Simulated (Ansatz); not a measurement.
Lattice vibrations of ZrPb at Γ at -2.0 GPa

Level of theory: Ansatz, DFT LDA, scalar-relativistic, plane waves, PAW. Plane waves to 420 eV; Γ-centred k mesh 12×12×12; Fermi-Dirac smearing of 0.15 eV. No spin polarisation. Phonons by linear response, acoustic sum rule imposed.

The cell is fixed (symmetry leaves no force on the atoms) and stands under -2.0 GPa:
```
Zr Pb
1.0
     0.00000    2.93120    2.93120
     2.93120    0.00000    2.93120
     2.93120    2.93120    0.00000
Zr Pb
1 1
Direct
  0.00000 0.00000 0.00000
  0.50000 0.50000 0.50000
```

The cell is the ideal cubic rocksalt prototype; whether it is the stable structure of this composition wasn't checked. In a metal, frequencies and elastic constants depend on the k mesh and the smearing, soft modes and shear constants most. Spin–orbit coupling is left out, which can shift energies with elements as heavy as these.

Optical modes at Γ; i marks an imaginary frequency:
| frequency (meV) | degeneracy |
| --- | --- |
| 21.7 | 3 |

All 3 optical modes at Γ are real: no displacement of atoms at fixed cell lowers the energy to second order. Strains and modes at other wave vectors aren't tested by this run.